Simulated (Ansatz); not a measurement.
BaS (rock salt), relaxed with r²SCAN (Ansatz, a program for electronic structure, plane waves, PAW): a = b = c = 6.425 Å, α = β = γ = 90.00°.

```
Quantity                              Result
------------------------------------  ------
gap (eV)                                2.58
ΔH_f (eV/atom)                         -2.43
B₀ by P(V) fit (GPa)                    44.5
K_Hill (GPa)                            44.6
G_Hill (GPa)                            25.9
ε∞                                      4.38
ε0                                      13.1
highest Γ mode, no LO–TO term (cm⁻¹)     146
electron conductivity mass (mₑ)         0.44
Θ_D (K)                                  254
```

### Question
The same phase is relaxed and computed with PBE in the same code. What are the cell and these values now?

### Answer
a = b = c = 6.429 Å, α = β = γ = 90.00°.

gap (eV): 2.23
ΔH_f (eV/atom): -2.13
B₀ by P(V) fit (GPa): 41.7
K_Hill (GPa): 41.7
G_Hill (GPa): 24.4
ε∞: 4.75
ε0: 15.3
highest Γ mode, no LO–TO term (cm⁻¹): 135
electron conductivity mass (mₑ): 0.45
Θ_D (K): 247

All cells were relaxed under the symmetry of their starts (and spin orders); stability against distortions was not tested throughout. Scalar-relativistic: spin–orbit coupling is off unless named, which matters more the heavier the elements.

Potentials: the later of the program's two PAW sets.

Ansatz is a plane-wave DFT program.

Formation energies count from the lowest solids of the elements computed at the same level, not from gases.
